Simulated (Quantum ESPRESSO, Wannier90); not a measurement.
# CuI (wurtzite): Wannier90 run

Cell from Materials Project (mp-569346), symmetrised, no further relaxation. COD (Crystallography Open Database) has the formula in 3 space groups, this one among them (matched by group alone). Level: LDA, no spin polarisation, no spin-orbit coupling; pw.x of Quantum ESPRESSO at 74 Ry with PseudoDojo potentials, 12×12×4 k-points, Wannier90. Density: 12×12×6 mesh, cold smearing 0.01 Ry. A non-magnetic state is assumed, with no Hubbard U; filled 3d bands tend to lie too high at this level. Spin-orbit coupling is left out although heavy elements are present.

On the energy scale of pw.x, whose zero is arbitrary, the valence-band maximum lies at 6.75 eV.

Input w.win:

```
num_bands = 18
num_wann = 18
exclude_bands = 1-8,27-39
num_iter = 800
conv_tol = 1.0e-6
conv_window = 4
write_hr = true
write_u_matrices = true
begin projections
f=-0.2827,-0.1903,0.0993:s
f=-0.1280,-0.4627,0.3731:s
f=0.3785,-0.1032,-0.3109:s
f=0.3930,0.4559,-0.0885:s
f=-0.2200,-0.1736,0.3869:s
f=-0.2125,0.4097,-0.4326:s
f=-0.4127,0.2349,0.3346:s
f=-0.3408,0.1478,0.1673:s
f=0.2266,-0.2928,0.2786:s
f=-0.2208,0.2044,-0.4259:s
f=-0.4421,0.1699,-0.0788:s
f=-0.1078,-0.4652,-0.1333:s
f=0.3913,-0.1644,-0.2057:s
f=-0.1664,0.1487,-0.0617:s
f=0.2925,0.3095,-0.2364:s
f=-0.1958,-0.3025,-0.0324:s
f=0.3622,-0.3932,-0.2990:s
f=-0.1190,0.2729,0.2584:s
end projections
begin unit_cell_cart
ang
    4.2436999974    0.0000000000    0.0000000000
   -2.1218499987    3.6751520038    0.0000000000
    0.0000000000    0.0000000000    6.9883600000
end unit_cell_cart
begin atoms_frac
Cu  -0.3333333333  0.3333333333 -0.1273200000
Cu   0.3333333333 -0.3333333333  0.3726800000
I   -0.3333333333  0.3333333333 -0.4976800000
I    0.3333333333 -0.3333333333  0.0023200000
end atoms_frac
mp_grid = 12 12 4
begin kpoints
0.0000000000 0.0000000000 0.0000000000
0.0000000000 0.0000000000 0.2500000000
0.0000000000 0.0000000000 0.5000000000
... (573 more lines: the 12x12x4 mesh through Gamma)
end kpoints
```

Input of pw2wannier90.x that gives the overlap and projection files (equivalent; here they were cut from one run over all bands):

```
&inputpp
  outdir = './out'
  prefix = 'pwscf'
  seedname = 'w'
  write_amn = .true.
  write_mmn = .true.
/
```

Output w.wout (banner and timings cut):

```
                                    ------
                                    SYSTEM
                                    ------

                              Lattice Vectors (Ang)
                    a_1     4.243700   0.000000   0.000000
                    a_2    -2.121850   3.675152   0.000000
                    a_3     0.000000   0.000000   6.988360

                   Unit Cell Volume:     108.99216  (Ang^3)

                        Reciprocal-Space Vectors (Ang^-1)
                    b_1     1.480591   0.854820  -0.000000
                    b_2     0.000000   1.709640   0.000000
                    b_3     0.000000  -0.000000   0.899093

 *----------------------------------------------------------------------------*
 |   Site       Fractional Coordinate          Cartesian Coordinate (Ang)     |
 +----------------------------------------------------------------------------+
 | cu   1  -0.33333   0.33333  -0.12732   |   -2.12185   1.22505  -0.88976    |
 | cu   2   0.33333  -0.33333   0.37268   |    2.12185  -1.22505   2.60442    |
 | i    1  -0.33333   0.33333  -0.49768   |   -2.12185   1.22505  -3.47797    |
 | i    2   0.33333  -0.33333   0.00232   |    2.12185  -1.22505   0.01621    |
 *----------------------------------------------------------------------------*
                                ------------
                                K-POINT GRID
                                ------------

             Grid size = 12 x 12 x  4      Total points =  576

 *---------------------------------- MAIN ------------------------------------*
 |  Number of Wannier Functions               :                18             |
 |  Number of Objective Wannier Functions     :                18             |
 |  Number of input Bloch states              :                18             |
 |  Output verbosity (1=low, 5=high)          :                 1             |
 |  Timing Level (1=low, 5=high)              :                 1             |
 |  Optimisation (0=memory, 3=speed)          :                 3             |
 |  Length Unit                               :               Ang             |
 |  Post-processing setup (write *.nnkp)      :                 F             |
 |  Using Gamma-only branch of algorithms     :                 F             |
 *----------------------------------------------------------------------------*
 *------------------------------- WANNIERISE ---------------------------------*
 |  Total number of iterations                :               800             |
 |  Number of CG steps before reset           :                 5             |
 |  Trial step length for line search         :             2.000             |
 |  Convergence tolerence                     :         0.100E-05             |
 |  Convergence window                        :                 4             |
 |  Iterations between writing output         :                 1             |
 |  Iterations between backing up to disk     :               100             |
 |  Write r^2_nm to file                      :                 F             |
 |  Write xyz WF centres to file              :                 F             |
 |  Write on-site energies <0n|H|0n> to file  :                 F             |
 |  Use guiding centre to control phases      :                 F             |
 |  Use phases for initial projections        :                 F             |
 *----------------------------------------------------------------------------*
 *-------------------------------- PLOTTING ----------------------------------*
 |  Plotting Hamiltonian in WF basis          :                 T             |
 *----------------------------------------------------------------------------*

       ... (k-mesh section left out)

 Starting a new Wannier90 calculation ...

 Reading overlaps from w.mmn

 Reading projections from w.amn

 *------------------------------- WANNIERISE ---------------------------------*
 +--------------------------------------------------------------------+<-- CONV
 | Iter  Delta Spread     RMS Gradient      Spread (Ang^2)            |<-- CONV
 +--------------------------------------------------------------------+<-- CONV

 ------------------------------------------------------------------------------
 Initial State
  WF centre and spread    1  ( -1.796997, -1.066986,  1.076090 )     5.52223420
  WF centre and spread    2  (  0.594516, -2.120662,  3.251596 )     5.81138467
  WF centre and spread    3  (  2.295716, -0.119359, -3.421807 )    11.87746689
  WF centre and spread    4  (  0.969441,  1.721012, -0.477989 )     3.52646470
  WF centre and spread    5  ( -1.536551, -1.352370,  2.977202 )     5.57837479
  WF centre and spread    6  ( -2.287563,  1.617054, -3.032215 )     5.88622251
  WF centre and spread    7  ( -2.394999,  0.823243,  2.970010 )     4.16101947
  WF centre and spread    8  ( -2.011086,  0.402773,  0.359474 )     7.84893116
  WF centre and spread    9  (  1.923128, -1.163884,  1.769029 )     3.43903050
  WF centre and spread   10  ( -2.139375,  1.150727, -3.650103 )     7.25109753
  WF centre and spread   11  ( -2.197226,  0.519932, -0.458015 )     5.05709712
  WF centre and spread   12  (  0.942368, -1.895949, -0.614116 )     4.99696991
  WF centre and spread   13  (  2.080668, -0.164560, -0.953636 )     8.43143441
  WF centre and spread   14  ( -1.553299,  1.099923, -0.456029 )     4.92028283
  WF centre and spread   15  (  1.738948,  1.239054, -1.366261 )     7.02562570
  WF centre and spread   16  ( -0.329689, -1.927853, -0.482430 )     5.26515929
  WF centre and spread   17  (  2.694986, -1.741784, -3.319458 )    11.07901884
  WF centre and spread   18  ( -0.409405,  2.144770,  2.490636 )     3.99499998
  Sum of centres and spreads ( -3.416417, -0.834917, -3.338023 )   111.67281451

      0     0.112E+03     0.0000000000      111.6728145890  <-- CONV
        O_D=      6.5733750 O_OD=     86.8916435 O_TOT=    111.6728146 <-- SPRD
 ------------------------------------------------------------------------------
      1    -0.209E+02     3.2446441830       90.7586012513  <-- CONV
        O_D=      5.4344921 O_OD=     67.1163131 O_TOT=     90.7586013 <-- SPRD
      2    -0.108E+02     3.4456790002       79.9257476181  <-- CONV
        O_D=      4.4049181 O_OD=     57.3130334 O_TOT=     79.9257476 <-- SPRD
      3    -0.839E+01     2.6966285058       71.5315686917  <-- CONV
        O_D=      3.8649347 O_OD=     49.4588380 O_TOT=     71.5315687 <-- SPRD
      4    -0.677E+01     2.4151502734       64.7641994046  <-- CONV
        O_D=      3.5160626 O_OD=     43.0403407 O_TOT=     64.7641994 <-- SPRD
      5    -0.585E+01     2.3297699068       58.9177716613  <-- CONV
        O_D=      3.0458949 O_OD=     37.6640807 O_TOT=     58.9177717 <-- SPRD
       ... (lines left out)
    100    -0.131E-02     1.8864810046       28.5007524135  <-- CONV
        O_D=      0.0265239 O_OD=     10.2664324 O_TOT=     28.5007524 <-- SPRD
       ... (lines left out)
    200    -0.530E+00     0.3252166824       22.6492664864  <-- CONV
        O_D=      0.1918921 O_OD=      4.2495783 O_TOT=     22.6492665 <-- SPRD
       ... (lines left out)
    300    -0.949E-02     0.0739586303       20.8160601391  <-- CONV
        O_D=      0.0100883 O_OD=      2.5981758 O_TOT=     20.8160601 <-- SPRD
       ... (lines left out)
    400    -0.131E-03     0.0099104799       20.4856076186  <-- CONV
        O_D=      0.0092913 O_OD=      2.2685203 O_TOT=     20.4856076 <-- SPRD
       ... (lines left out)
    500    -0.334E-06     0.0005256596       20.4839144642  <-- CONV
        O_D=      0.0092852 O_OD=      2.2668332 O_TOT=     20.4839145 <-- SPRD
    501    -0.330E-06     0.0006104312       20.4839141346  <-- CONV
        O_D=      0.0092852 O_OD=      2.2668329 O_TOT=     20.4839141 <-- SPRD
    502    -0.406E-06     0.0004557550       20.4839137290  <-- CONV
        O_D=      0.0092852 O_OD=      2.2668325 O_TOT=     20.4839137 <-- SPRD
             <<<     Delta < 1.000E-06  over  4 iterations     >>>
             <<< Wannierisation convergence criteria satisfied >>>
 Final State
  WF centre and spread    1  ( -2.121806, -1.225053,  0.730544 )     1.77931014
  WF centre and spread    2  (  0.578274, -2.117036,  3.273727 )     1.79165489
  WF centre and spread    3  (  2.115236, -1.196569, -4.376745 )     0.59960782
  WF centre and spread    4  (  0.577905,  2.116411, -0.220461 )     1.79154910
  WF centre and spread    5  ( -2.092961, -1.223649,  2.619715 )     0.61461416
  WF centre and spread    6  ( -2.121557,  1.224680, -2.763661 )     1.77973545
  WF centre and spread    7  ( -2.122936,  0.557831,  3.273414 )     1.79169988
  WF centre and spread    8  ( -2.125954,  1.230068, -0.854570 )     0.63960896
  WF centre and spread    9  (  2.126425, -1.227876,  2.572201 )     0.62276778
  WF centre and spread   10  ( -2.699462,  1.559563, -3.714156 )     1.79165793
  WF centre and spread   11  ( -2.119189,  1.219234, -0.924093 )     0.62816908
  WF centre and spread   12  (  1.543914, -1.558627, -0.220535 )     1.79150257
  WF centre and spread   13  (  2.121768, -0.557723, -0.220457 )     1.79138268
  WF centre and spread   14  ( -2.105016,  1.207310, -0.872588 )     0.59972241
  WF centre and spread   15  (  2.113795,  1.224762, -0.924643 )     0.62545107
  WF centre and spread   16  ( -0.007280, -2.431389, -0.872537 )     0.59454404
  WF centre and spread   17  (  2.118441, -1.238547, -4.359847 )     0.62492523
  WF centre and spread   18  ( -0.023270,  2.436611,  2.590209 )     0.62601044
  Sum of centres and spreads ( -4.243673,  0.000001, -5.264483 )    20.48391364

         Spreads (Ang^2)       Omega I      =    18.207796074
        ================       Omega D      =     0.009285196
                               Omega OD     =     2.266832459
    Final Spread (Ang^2)       Omega Total  =    20.483913729
```
